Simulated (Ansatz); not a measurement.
Ansatz input file:

```yaml
crystal:
  lattice:
    - [-3.540327, -4.277568, 3.768694]
    - [-4.978491, 4.35511, -5.224733]
    - [1.006395, -5.586642, -5.511939]
  atoms:
    - { symbol: Au, position: [0.8053193268, 0.0001071138, 0.5870491883] }
    - { symbol: Au, position: [0.2769844164, 0.9970161721, 0.587224656] }
    - { symbol: Bi, position: [0.6293662907, 0.6568705335, 0.7055955535] }
    - { symbol: Bi, position: [0.092728124, 0.6549360934, 0.7053140774] }
    - { symbol: Bi, position: [0.7547051471, 0.8807209438, 0.2429769031] }
    - { symbol: Bi, position: [0.214477275, 0.8813570224, 0.2422936448] }
    - { symbol: Bi, position: [0.9841038955, 0.3386951283, 0.4600509425] }
    - { symbol: Bi, position: [0.4438683198, 0.33828595, 0.4623707784] }
    - { symbol: Bi, position: [0.5295732694, 0.5011752253, 0.0811283628] }
    - { symbol: Bi, position: [0.0648476242, 0.5035506803, 0.0803903288] }
    - { symbol: Bi, position: [0.3686066925, 0.1210194548, 0.926854428] }
    - { symbol: Bi, position: [0.830098502, 0.1213848095, 0.9276497059] }
basis:
  ecutwfc: 420
kpoints:
  mp_grid: { grid: [5, 5, 4] }
hamiltonian:
  xc: pbe
scf:
  occupations: { method: gaussian, width: 0.1 }
  n_extra_bands: 8
output:
  forces: true
  stress: true
  eigenvalues: true
  populations: true
  dos:
    method: { smearing: { sigma: 0.1, scheme: gaussian } }
    projected: true
    de: 0.02
  write_density: true
  write_potential: true
  elf: true
  volumetric_format: npy
```

Run as
```bash
ansatz run input.yaml --threads 4 --pin off --max-ram 9216MiB --backend cpu --events-out ev --progress --plain --runs-dir out
```

The calculation used DFT PBE, scalar-relativistic, plane waves, PAW (Ansatz).

From the run's log, abridged (final results; tables in files aren't shown):

```
SCF 1 converged in 7 iterations: F = -150263.574427 eV  dr2 = 2.17e-8
SCF converged after 7 iterations
Free energy (F): -150263.574427 eV
Harris-Foulkes:  -150263.574427 eV  (|F-HF|=2.91e-11)
Internal energy: -150263.554962 eV  (E = F + TS)
E sigma→0 (E₀):  -150263.564695 eV
Entropy (-TS):   -0.019466 eV (-1.622 meV/atom)
Fermi energy:    9.557855 eV
--- Per-component energies (eV) ---
  E_band       = -1937.473121
  E_kinetic    = 4229.332899
  E_local      = -22367.531267  (includes V_loc(G=0)·N_el)
  E_nonlocal   = 5742.435491
  E_hartree    = 8015.689433
  E_xc         = -1964.387467
  E_vxc        = -1986.927916  (∫ρ·V_xc dr)
  E_paw        = -126046.191404  (= ΣΔE_a)
  E_vpaw       = -3586.164232  (= ΣTr[D̂ρ^β])
  E_aug_tail   = -0.001522  (compensation charges beyond the density's cutoff)
  E_ewald      = -17872.901125
  E_smearing   = -0.019466  (= −TS)
--- Forces (eV/Å), atoms counted from 1 ---
  atom   1  Au     0.01261535    -0.00058973    -0.00227313
  atom   2  Au    -0.01171102     0.00293200     0.00107251
  atom   3  Bi    -0.06624921    -0.06311990    -0.01185014
  atom   4  Bi     0.02727999     0.01052583    -0.07080347
  atom   5  Bi    -0.01930011    -0.02481837     0.02869961
  atom   6  Bi     0.04972053     0.01261860    -0.02205595
  atom   7  Bi     0.05392285     0.04213386    -0.03417006
  atom   8  Bi     0.01739277    -0.06923461     0.06404761
  atom   9  Bi     0.00969867     0.08127835    -0.03848384
  atom  10  Bi    -0.06038478    -0.00721729     0.05237558
  atom  11  Bi    -0.03678293    -0.01043522     0.04252236
  atom  12  Bi     0.02370212     0.02591950    -0.00918161
--- Stress (GPa, compression-positive) ---
       -0.039912       0.120020      -0.006023
        0.120020       0.223031      -0.293967
       -0.006023      -0.293967       0.249617
  P = ⅓ Tr σ = 0.1442 GPa (1.442 kbar)
--- Band table (eV; the first three rows and the last of 51) ---
  k-point 0: bands = ["-95.7798", "-95.7785", "-47.3141", "-47.3125", "-47.3039", "-47.3012", "-47.0584", "-47.0378", "-13.3622", "-13.3307", "-13.3239", "-13.2944", "-13.2894", "-13.2863", "-13.2457", "-13.2393", "-13.2343", "-13.2283", "-13.2240", "-13.2160", "-13.2117", "-13.1931", "-13.1892", "-13.1867", "-13.1778", "-13.1750", "-13.1598", "-13.1522", "-13.1509", "-13.1491", "-13.1480", "-13.1419", "-13.1381", "-13.1309", "-13.1274", "-13.1236", "-13.1216", "-13.1196", "-13.1086", "-13.1044", "-13.0973", "-13.0927", "-13.0828", "-13.0785", "-13.0773", "-13.0650", "-13.0521", "-13.0511", "-13.0475", "-13.0425", "-13.0393", "-13.0373", "-13.0341", "-13.0217", "-13.0093", "-12.9687", "-12.9 ...
  k-point 1: bands = ["-95.7798", "-95.7785", "-47.3141", "-47.3125", "-47.3039", "-47.3012", "-47.0584", "-47.0378", "-13.3616", "-13.3323", "-13.3203", "-13.2937", "-13.2898", "-13.2852", "-13.2457", "-13.2359", "-13.2336", "-13.2262", "-13.2225", "-13.2177", "-13.2123", "-13.1943", "-13.1921", "-13.1885", "-13.1770", "-13.1747", "-13.1643", "-13.1589", "-13.1530", "-13.1497", "-13.1421", "-13.1405", "-13.1362", "-13.1301", "-13.1294", "-13.1232", "-13.1223", "-13.1199", "-13.1163", "-13.1050", "-13.0974", "-13.0932", "-13.0821", "-13.0799", "-13.0772", "-13.0666", "-13.0646", "-13.0626", "-13.0472", "-13.0375", "-13.0362", "-13.0260", "-13.0178", "-13.0158", "-13.0064", "-12.9693", "-12.9 ...
  k-point 2: bands = ["-95.7798", "-95.7785", "-47.3141", "-47.3125", "-47.3039", "-47.3012", "-47.0584", "-47.0378", "-13.3611", "-13.3339", "-13.3163", "-13.2954", "-13.2882", "-13.2837", "-13.2458", "-13.2344", "-13.2322", "-13.2220", "-13.2197", "-13.2175", "-13.2128", "-13.1952", "-13.1942", "-13.1894", "-13.1780", "-13.1769", "-13.1742", "-13.1595", "-13.1577", "-13.1499", "-13.1410", "-13.1403", "-13.1375", "-13.1353", "-13.1334", "-13.1237", "-13.1203", "-13.1155", "-13.1109", "-13.1060", "-13.0938", "-13.0888", "-13.0862", "-13.0814", "-13.0770", "-13.0740", "-13.0703", "-13.0647", "-13.0498", "-13.0352", "-13.0349", "-13.0237", "-13.0083", "-13.0060", "-12.9923", "-12.9828", "-12.9 ...
  k-point 50: bands = ["-95.7798", "-95.7785", "-47.3139", "-47.3127", "-47.3038", "-47.3013", "-47.0552", "-47.0411", "-13.3241", "-13.3099", "-13.3001", "-13.2798", "-13.2688", "-13.2472", "-13.2322", "-13.2262", "-13.2223", "-13.2195", "-13.2154", "-13.2111", "-13.2032", "-13.1976", "-13.1885", "-13.1842", "-13.1763", "-13.1717", "-13.1648", "-13.1625", "-13.1595", "-13.1496", "-13.1387", "-13.1332", "-13.1310", "-13.1284", "-13.1240", "-13.1215", "-13.1197", "-13.1160", "-13.1106", "-13.1080", "-13.1042", "-13.0981", "-13.0915", "-13.0858", "-13.0814", "-13.0698", "-13.0671", "-13.0642", "-13.0581", "-13.0520", "-13.0507", "-13.0441", "-13.0417", "-13.0265", "-13.0139", "-13.0123", "-12. ...
--- Löwdin populations: 12 sites ---
  site symbol q [e]
     0     Au     18.7124
     1     Au     18.7138
     2     Bi     15.0289
     3     Bi     15.0265
     4     Bi     15.0204
     5     Bi     15.0199
     6     Bi     15.0299
     7     Bi     15.0321
     8     Bi     14.9503
     9     Bi     14.9486
    10     Bi     15.0120
    11     Bi     15.0183
  spilling = 0.002590 (of n_electrons = 188.000000)
```

The calculation finished and met its thresholds.

The run took 45 s on 4 threads of Intel(R) Xeon(R) 6975P-C (Granite Rapids), on a shared host, peak memory 2.1 GiB.

Spin–orbit coupling is left out, which can shift energies with elements as heavy as these.